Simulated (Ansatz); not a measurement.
Input:

Ca (fcc, Cu type)

```
Ca
1.0
    0.00000     5.52650     5.52650
    2.76325     0.00000     2.76325
    2.76325     2.76325     0.00000
Ca
2
Direct
  0.00000   0.00000   0.00000
  0.50000   0.00000   0.00000
```

The atoms are displaced by Q × the pattern below (from a DFPT mode at L = (0.5, 0.0, 0.0), largest move 1; Q in Å), at fixed cell. (q is in reciprocal vectors of the primitive cell; the cell shown is doubled to hold the pattern.)

| atom | x | y | z |
|---|---|---|---|
| Ca1 | -0.577 | 0.577 | 0.577 |
| Ca2 | 0.577 | -0.577 | -0.577 |

All values below come from PBE (plane waves to 420 eV, PAW, scalar-relativistic; Ansatz, a program for electronic structure). k mesh 15×15×15 (Γ-centred), Fermi-Dirac smearing 0.05 eV. Energies are smeared free energies. With partly filled bands, energies and forces of such displacements shift with the k mesh and the smearing. Ca was relaxed with its symmetry unable to fall. The zero of ΔE is the undisplaced structure.

The scan covers Q from -0.180 to 0.180 Å in 13 points.

Which space group does the distorted structure have?

R-3m (No. 166), lowered from Fm-3m.

What is the energy change at Q = 0.180 Å?

116 meV/cell.

What harmonic wavenumber does the curvature at Q = 0 give?

154 cm⁻¹.

(A displaced cell: forces are minus the slopes of the energy, force constants its curvatures, and phonons follow from these.)
